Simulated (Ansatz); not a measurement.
**Sb2Se3: gradients before and after relaxing the atoms**

Start: a structure deposited in the COD, atoms as given.

```yaml
crystal:
  lattice:
    - [11.68000, 0.00000, 0.00000]
    - [0.00000, 3.98000, 0.00000]
    - [0.00000, 0.00000, 11.58000]
  atoms:
    - { symbol: Sb, position: [0.03050, 0.25000, 0.32800] }
    - { symbol: Sb, position: [0.46950, 0.75000, 0.82800] }
    - { symbol: Sb, position: [0.53050, 0.25000, 0.17200] }
    - { symbol: Sb, position: [0.96950, 0.75000, 0.67200] }
    - { symbol: Sb, position: [0.35220, 0.25000, 0.53970] }
    - { symbol: Sb, position: [0.14780, 0.75000, 0.03970] }
    - { symbol: Sb, position: [0.85220, 0.25000, 0.96030] }
    - { symbol: Sb, position: [0.64780, 0.75000, 0.46030] }
    - { symbol: Se, position: [0.21320, 0.25000, 0.19350] }
    - { symbol: Se, position: [0.28680, 0.75000, 0.69350] }
    - { symbol: Se, position: [0.71320, 0.25000, 0.30650] }
    - { symbol: Se, position: [0.78680, 0.75000, 0.80650] }
    - { symbol: Se, position: [0.86980, 0.25000, 0.55660] }
    - { symbol: Se, position: [0.63020, 0.75000, 0.05660] }
    - { symbol: Se, position: [0.36980, 0.25000, 0.94340] }
    - { symbol: Se, position: [0.13020, 0.75000, 0.44340] }
    - { symbol: Se, position: [0.05340, 0.25000, 0.87320] }
    - { symbol: Se, position: [0.44660, 0.75000, 0.37320] }
    - { symbol: Se, position: [0.55340, 0.25000, 0.62680] }
    - { symbol: Se, position: [0.94660, 0.75000, 0.12680] }
```

Atom numbers follow the list; atoms alike are taken as one site, whose name carries the number of the first.

The numbers come from a DFT calculation in Ansatz (PBE, plane waves and PAW, scalar-relativistic, 420 eV cutoff, Γ-centred 3×7×3 k-points, Fermi–Dirac smearing 0.02 eV).

The largest force at the start is 0.59 eV/Å. Relaxing the ions at fixed cell moves them by 0.075 Å at most (atom 4, Sb) and 0.051 Å rms. End positions:

```
CELL_PARAMETERS angstrom
11.68000 0.00000 0.00000
0.00000 3.98000 0.00000
0.00000 0.00000 11.58000
ATOMIC_POSITIONS crystal
Sb 0.02411 0.25000 0.32809
Sb 0.47589 0.75000 0.82809
Sb 0.52411 0.25000 0.17191
Sb 0.97589 0.75000 0.67191
Sb 0.35041 0.25000 0.53893
Sb 0.14959 0.75000 0.03893
Sb 0.85041 0.25000 0.96107
Sb 0.64959 0.75000 0.46107
Se 0.21585 0.25000 0.19571
Se 0.28415 0.75000 0.69571
Se 0.71585 0.25000 0.30429
Se 0.78415 0.75000 0.80429
Se 0.87139 0.25000 0.55343
Se 0.62861 0.75000 0.05343
Se 0.37139 0.25000 0.94657
Se 0.12861 0.75000 0.44657
Se 0.05633 0.25000 0.86904
Se 0.44367 0.75000 0.36904
Se 0.55633 0.25000 0.63096
Se 0.94367 0.75000 0.13096
```

```json
{"site": "Sb1", "atom": "1", "moved (Å)": "0.075", "first shell before": "3 Se at 2.64–2.66 Å; also 3 Se at 3.22–3.25 Å", "first shell after": "3 Se at 2.71 Å; also 3 Se at 3.16–3.17 Å", "V_zz before (10²¹ V/m²)": "-13.34", "η before": "0.36"}
{"site": "Sb5", "atom": "5", "moved (Å)": "0.023", "first shell before": "3 Se at 2.56–2.78 Å; also 4 Se at 2.98–3.45 Å", "first shell after": "3 Se at 2.63–2.80 Å; also 4 Se at 3.00–3.44 Å", "V_zz before (10²¹ V/m²)": "-18.51", "η before": "0.00"}
{"site": "Se9", "atom": "9", "moved (Å)": "0.040", "first shell before": "3 Sb at 2.64–2.78 Å", "first shell after": "3 Sb at 2.71–2.80 Å", "V_zz before (10²¹ V/m²)": "9.06", "η before": "0.75"}
{"site": "Se13", "atom": "13", "moved (Å)": "0.041", "first shell before": "2 Sb at 2.66 Å, angle 97°; also 1 Sb at 3.25 Å", "first shell after": "2 Sb at 2.71 Å, angle 95°; also 1 Sb at 3.16 Å", "V_zz before (10²¹ V/m²)": "-28.6", "η before": "0.28"}
{"site": "Se17", "atom": "17", "moved (Å)": "0.059", "first shell before": "1 Sb at 2.56 Å; also 2 Sb at 2.98 Å", "first shell after": "1 Sb at 2.63 Å; also 4 Sb at 3.00–3.17 Å", "V_zz before (10²¹ V/m²)": "16.34", "η before": "0.79"}
```

Task: What are V_zz and η after the relaxation?

Result: 

```
site  atom  V_zz after  η after  change of V_zz
 Sb1     1      -10.06     0.49           +3.28
 Sb5     5      -13.73     0.00           +4.78
 Se9     9        7.15     0.64           -1.91
Se13    13       -26.0     0.14           +2.66
Se17    17       15.04     0.91           -1.30
```

The largest change of V_zz is on Sb5, from -18.51 to -13.73. In per cent, |V_zz| changes by -26 to -25 on Sb, -21 to -8 on Se (all sites that start above 0.5).

Without spin–orbit coupling (the program notes it for Sb) the gradients can shift somewhat, as the gap is small. With these PAW files V_zz is typically within 2 to 3 % of all-electron values, but misses above 10 % occur on Sb.
Before: At this cell the principal stresses reach 5 GPa in size with PBE, which can matter for small gradients.
